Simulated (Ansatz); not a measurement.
**TiN: pressure against volume, fitted**

```
CELL_PARAMETERS angstrom
0.00000 2.12200 2.12200
2.12200 0.00000 2.12200
2.12200 2.12200 0.00000
ATOMIC_POSITIONS crystal
Ti 0.00000 0.00000 0.00000
N 0.50000 0.50000 0.50000
```

Atom numbers follow the list: Ti1, N2.

The cell comes from COD entry 1011099, which wasn't checked; take it as a given geometry. It is an old determination, and later ones may differ.

Spin polarisation is left out, and whether a magnetic state lies lower isn't shown here.

All numbers below come from DFT, PBEsol, all-electron LAPW, scalar-relativistic in Ansatz 0.2.0.

The runs use a Γ-centred 17×17×17 k mesh, Fermi–Dirac smearing of 0.05 eV, basis error target 0.5 meV/atom, no spin polarisation.

The cell is scaled evenly. Fractional coordinates are held (clamped ions).

```csv
V (Å³/atom),P (GPa)
8.982,10.78
9.173,3.82
9.364,-2.43
9.460,-5.32
9.555,-8.05
9.651,-10.63
9.746,-13.09
10.128,-21.66
```

Fit a third-order Birch–Murnaghan curve to the pressures.

P = (3B0/2)(y^(7/2) − y^(5/2))[1 + (3/4)(B0′ − 4)(y − 1)] with y = (V0/V)^(2/3) fits within 0.01 GPa for V0 = 9.287 Å³/atom, B0 = 300.5 GPa and B0′ = 4.27.

Predict the pressure at the withheld volume, 9.937 Å³/atom.

There y = 0.9559, so the fit gives -17.60 GPa; the run gave -17.61 GPa.
